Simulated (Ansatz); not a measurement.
## LaTl3, one cell by several methods

```
La Tl
1.0
     4.79900    0.00000    0.00000
     0.00000    4.79900    0.00000
     0.00000    0.00000    4.79900
La Tl
1 3
Direct
  0.00000 0.00000 0.00000
  0.00000 0.50000 0.50000
  0.50000 0.00000 0.50000
  0.50000 0.50000 0.00000
```

Atom numbers follow the list: La1, Tl2, Tl3, Tl4.

The cell is COD entry 1538104, as deposited and not checked against the literature; nothing was relaxed.

No spin–orbit coupling, which matters for the heavy atoms here.

Levels of theory: DFT, PBEsol, PAW with Ansatz's default frozen-core files, scalar-relativistic (Ansatz 0.2.0); DFT, PBEsol, all-electron PAW with datasets made for the crystal, scalar-relativistic (Ansatz 0.2.0); DFT, PBEsol, all-electron LAPW, scalar-relativistic (Ansatz 0.2.0).

For PAW: a Γ-centred 8×8×8 k mesh, Fermi–Dirac smearing of 0.05 eV, cutoff 420 eV, no spin polarisation; the PAW files were made with PBE, and the program remakes their frozen cores for this functional. The crystal-made all-electron datasets (AE datasets) take a cutoff of 260 eV at this cell. LAPW targets a basis error of 1 meV/atom. The Ansatz runs share mesh, smearing and spin set-up. Plane-wave (PAW) pressures include the program's estimate of the Pulay term.

Stress and pressure are positive in compression.

Spin–orbit coupling is left out, which moves gradients at and beside heavy atoms by some per cent and at worst by a factor of two.

In a metal, gradients converge slowly with the k mesh: the values move by tens of per cent from one mesh to another, at times in sign, so only the comparison on one mesh counts.

Levels count from the Fermi level.

```json
{"quantity": "pressure (GPa)", "PAW": "-0.17", "AE datasets": "-0.15", "LAPW": "-0.15"}
{"quantity": "highest filled level at M (eV)", "PAW": "-0.201", "AE datasets": "-0.202", "LAPW": "-0.202"}
{"quantity": "lowest empty level at M (eV)", "PAW": "1.097", "AE datasets": "1.096", "LAPW": "1.096"}
{"quantity": "highest filled level at R (eV)", "PAW": "-1.240", "AE datasets": "-1.241", "LAPW": "-1.241"}
{"quantity": "lowest empty level at R (eV)", "PAW": "1.836", "AE datasets": "1.860", "LAPW": "1.860"}
{"quantity": "highest filled level at X (eV)", "PAW": "-0.764", "AE datasets": "-0.766", "LAPW": "-0.766"}
{"quantity": "lowest empty level at X (eV)", "PAW": "1.297", "AE datasets": "1.309", "LAPW": "1.309"}
{"quantity": "field gradient Vzz at Tl2 (10²¹ V/m²)", "PAW": "25.65", "AE datasets": "25.51", "LAPW": "–"}
```

PAW's pressure differs from the LAPW value by -0.02 GPa.
